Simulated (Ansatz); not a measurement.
PbS:
```
PbS
1.0
    4.22477     0.00000     0.00000
   -2.11238     3.65875     0.00000
    0.00000     0.00000    10.34786
Pb S
3 3
Direct
  0.00000   0.33312   0.66667
  0.66688   0.66688   0.00000
  0.33312   0.00000   0.33333
  0.00000   0.33332   0.16667
  0.66668   0.66668   0.50000
  0.33332   0.00000   0.83333
```

Relaxed with r²SCAN. Special points in fractions of this cell's reciprocal vectors: Γ (0.000, 0.000, 0.000); M (0.500, 0.000, 0.000); K (0.333, 0.333, 0.000); A (0.000, 0.000, 0.500); L (0.500, 0.000, 0.500); H (0.333, 0.333, 0.500).

Task: List the band energies nearest the valence-band maximum at these points for plane-wave PAW r²SCAN (Ansatz code).

Result: In eV from the valence-band maximum; about four levels below and three above (degenerate sets whole), none deeper than 8.9 eV; points with the same levels are listed once.

```tsv
k	below	above
Γ	-1.94 -1.94 -1.94 -1.94 -0.68 -0.68	1.75 1.75 2.84 2.85 2.85 2.85
M	-2.37 -2.37 -1.38 -1.38	2.09 2.09 3.21 3.21
K	-2.61 -2.61 -2.61 -1.91 -1.91 -1.90	2.95 2.95 2.95
A	-1.82 -1.82 -1.62 -1.62 0.00	0.70 2.25 2.25
L	-2.85 -2.85 -1.82 -1.82 0.00	0.70 2.25 2.25
H	-3.71 -3.70 -3.70 -1.05 -1.05 -1.05	2.18 2.18 2.18
```

Space group Fm-3m (rock salt). The r²SCAN relaxation kept the symmetry of its start. Point labels and valley counts follow the cell and symmetry of the run, lower than the named group. Scalar-relativistic: spin–orbit coupling is off unless named, which matters more the heavier the elements.

Potentials: the earlier of the program's two PAW sets.
